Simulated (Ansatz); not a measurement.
Cu Kα1 powder pattern (kinematic, no thermal factors).
```json
{"2θ (°)": "12.25", "relative intensity": "2"}
{"2θ (°)": "23.42", "relative intensity": "97"}
{"2θ (°)": "24.23", "relative intensity": "3"}
{"2θ (°)": "24.64", "relative intensity": "61"}
{"2θ (°)": "26.51", "relative intensity": "100"}
{"2θ (°)": "29.96", "relative intensity": "2"}
{"2θ (°)": "34.25", "relative intensity": "40"}
{"2θ (°)": "41.17", "relative intensity": "85"}
{"2θ (°)": "44.54", "relative intensity": "89"}
{"2θ (°)": "47.91", "relative intensity": "14"}
{"2θ (°)": "48.57", "relative intensity": "58"}
{"2θ (°)": "49.64", "relative intensity": "18"}
{"2θ (°)": "50.52", "relative intensity": "2"}
{"2θ (°)": "54.60", "relative intensity": "10"}
{"2θ (°)": "56.40", "relative intensity": "2"}
{"2θ (°)": "62.26", "relative intensity": "32"}
{"2θ (°)": "64.97", "relative intensity": "11"}
{"2θ (°)": "66.40", "relative intensity": "15"}
{"2θ (°)": "67.13", "relative intensity": "4"}
{"2θ (°)": "69.60", "relative intensity": "23"}
{"2θ (°)": "70.61", "relative intensity": "9"}
{"2θ (°)": "75.03", "relative intensity": "14"}
{"2θ (°)": "77.39", "relative intensity": "34"}
{"2θ (°)": "79.59", "relative intensity": "2"}
{"2θ (°)": "80.37", "relative intensity": "13"}
{"2θ (°)": "84.18", "relative intensity": "13"}
{"2θ (°)": "84.36", "relative intensity": "3"}
{"2θ (°)": "86.62", "relative intensity": "1"}
{"2θ (°)": "89.37", "relative intensity": "9"}
```

The pattern is computed from a structure relaxed with DFT PBE, scalar-relativistic, plane waves, PAW in Ansatz. No spin polarisation. Its elements are Al, Ga, Sb.

Q: Give the structure.

A: AlGa$_{3}$Sb$_{4}$.
Space group P3m1 (No. 156). a = 4.382 Å, b = 4.382 Å, c = 14.442 Å, α = 90.00°, β = 90.00°, γ = 120.00°
| atom | site | symmetry | x | y | z |
| --- | --- | --- | --- | --- | --- |
| Al | 1b | 3m. | 0.3333 | 0.6667 | 0.4998 |
| Ga | 1c | 3m. | 0.6667 | 0.3333 | 0.2501 |
| Ga | 1c | 3m. | 0.6667 | 0.3333 | 0.7506 |
| Ga | 1b | 3m. | 0.3333 | 0.6667 | 0.0002 |
| Sb | 1c | 3m. | 0.6667 | 0.3333 | 0.4371 |
| Sb | 1c | 3m. | 0.6667 | 0.3333 | 0.9374 |
| Sb | 1b | 3m. | 0.3333 | 0.6667 | 0.1872 |
| Sb | 1b | 3m. | 0.3333 | 0.6667 | 0.6873 |

A pattern alone doesn't exclude other cells with like lines; this is the one computed.

It was reached by relaxing an invented guess, and it needn't be the stable form of this composition.
